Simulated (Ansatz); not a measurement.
## Vibrational response of Mg$_{3}$ZnS$_{4}$

Level of theory: DFT PBE, scalar-relativistic, plane waves, PAW (Ansatz). Cutoff 420 eV, 8×8×8 k-points (Γ-centred), Gaussian smearing of 0.01 eV. No spin polarisation. Phonons by linear response, acoustic sum rule imposed.

The cell, relaxed at this level:
```
Mg Zn S
1.0
     5.20083    0.00000    0.00000
     0.00000    5.20083    0.00000
     0.00000    0.00000    5.20083
Mg Zn S
3 1 4
Cartesian
  0.0000 0.0000 2.6004
  2.6004 0.0000 0.0000
  0.0000 2.6004 0.0000
  2.6004 2.6004 2.6004
  2.6004 2.6004 0.0000
  0.0000 2.6004 2.6004
  2.6004 0.0000 2.6004
  0.0000 0.0000 0.0000
```

The cell was found from a structure generator's guess, not taken from experiment.

Task: Is this structure stable against zone-centre distortions?

Result: Yes, at Γ: no optical mode is imaginary. Strains and other wave vectors aren't tested by this run.

Task: List the optical modes at Γ (i marks imaginary ones).

Result:
```tsv
frequency (THz)	degeneracy
0.73	3
3.62	3
4.04	3
5.43	3
7.37	3
7.95	3
8.90	3
```
